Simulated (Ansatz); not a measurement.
# SrFe2As2: do energies and stresses tell the same story?

Method: DFT PBEsol, scalar-relativistic, plane waves, PAW (Ansatz).

Settings: cutoff 420 eV, Γ-centred mesh 12×12×12 on the computed 5-atom cell, Gaussian smearing of 0.10 eV; no spin polarisation.

Relaxed cell: I4/mmm, a = 3.921 Å, b = 3.921 Å, c = 11.268 Å, α = 90.00°, β = 90.00°, γ = 90.00°, 5 atoms in the primitive cell. Whether it is the stable form of this composition wasn't checked.

Energies at zero smearing and pressures from the stress tensor, at volumes with shape and atoms relaxed:
| V (Å³/atom) | E − E(first) (meV/atom) | P (GPa) |
| --- | --- | --- |
| 15.766 | 0.00 | 7.93 |
| 16.286 | -20.01 | 4.62 |
| 16.806 | -31.05 | 2.36 |
| 17.325 | -34.85 | 0.00 |
| 17.845 | -31.20 | -2.16 |
| 18.365 | -20.97 | -4.04 |

Problem. Check P = −dE/dV between neighbouring volumes, and get the bulk modulus from the pressures alone.

Solution. With 1 eV/Å³ = 160.2 GPa:
```csv
middle V (Å³/atom),−ΔE/ΔV (GPa),mean P (GPa)
16.026,6.169,6.277
16.546,3.401,3.493
17.066,1.173,1.183
17.585,-1.128,-1.078
18.105,-3.153,-3.102
```

The two differ by 0.11 GPa at most. The mean of two end pressures misses the average over a step by about ΔV² P″/12, up to 0.11 GPa here; with that taken off 0.06 GPa remains, from the smearing term (the stress is the derivative of the free energy), the finite cutoff, the mesh or the relaxation's tolerance. Around V = 17.325 Å³/atom, the two neighbours give B = −V ΔP/ΔV = 17.325 × 4.52 / 1.040 = 75.4 GPa, against B0 = 73.7 GPa from the Birch–Murnaghan fit of the energies.

A ferromagnetic start lost its moments in a first run, so spin was left out; other magnetic orders weren't tried.